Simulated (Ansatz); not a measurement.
## Bi: from a trial structure to a relaxed crystal

All numbers below come from Ansatz 0.2.0, DFT PBEsol, scalar-relativistic, plane waves, PAW. Cutoff 420 eV, Γ-centred k mesh, Gaussian smearing, no spin polarisation in the final step.

Bi was placed on the grey arsenic (A7) structure type (R-3m, No. 166), at a guessed volume.

```yaml
crystal:
  lattice:
    - [2.23545, 1.29063, 4.14536]
    - [-2.23545, 1.29063, 4.14536]
    - [0.00000, -2.58127, 4.14536]
  atoms:
    - { symbol: Bi, position: [0.22754, 0.22754, 0.22754] }
    - { symbol: Bi, position: [0.77246, 0.77246, 0.77246] }
```

Cell and atoms relax at zero pressure; the relaxation can't lower the symmetry of the start. After a coarse first stage the cell is made exact in the group found at 0.06 Å.

(1) Describe the relaxed structure.

(2) What are its volume, density and gap?

Results:

(1) It keeps R-3m (No. 166). The result has the grey arsenic (A7) structure. Conventional cell: a = 4.525 Å, c = 11.647 Å. Bi is coordinated by 3 Bi at 3.08 Å and 3 Bi at 3.45 Å.

```xyz
2
Lattice="2.2623 1.3062 3.8825 -2.2623 1.3062 3.8825 0.0000 -2.6123 3.8825" Properties=species:S:1:pos:R:3 pbc="T T T"
Bi    0.0000    0.0000    2.7583
Bi    0.0000    0.0000    8.8892
```

(2) The volume per atom is 34.42 Å³ and the density is 10.08 g/cm³. The gap on the 15×15×15 mesh is 0 eV (a metal).

The final run used a 15×15×15 mesh on its 2-atom cell and 0.10 eV smearing. Spin–orbit coupling is left out. A structure relaxed within its symmetry needn't be a true minimum.